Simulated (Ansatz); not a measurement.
Here is the system:

ZnSe:
```xyz
2
Lattice="0.0000 2.7837 2.7837 2.7837 0.0000 2.7837 2.7837 2.7837 0.0000" Properties=species:S:1:pos:R:3 pbc="T T T"
Zn     0.0000     0.0000     0.0000
Se     1.3918     1.3918     1.3918
```

This is the LDA-relaxed structure.

Q: All from the program Ansatz at the LDA level (PAW), unless another level is named. Predict the electronic dielectric constant ε∞ (DFPT).

A: 7.51.

Q: Next, the static dielectric constant ε0 (ions relaxed, cell fixed)?

A: 10.1.

Q: And the largest static χ(2) component?

A: 59 pm/V.

Q: What about the Born charges (a third of the trace)?

A: Zn +1.97, Se -1.97 e.

Space group F-43m (zinc blende). The LDA relaxation kept the symmetry of its start. Spin–orbit coupling is left out wherever it is not named.

Potentials: the earlier of the program's two PAW sets. The files were generated under PBE; for other functionals the program regenerates the frozen cores, and for LDA and PBEsol the local potential too.
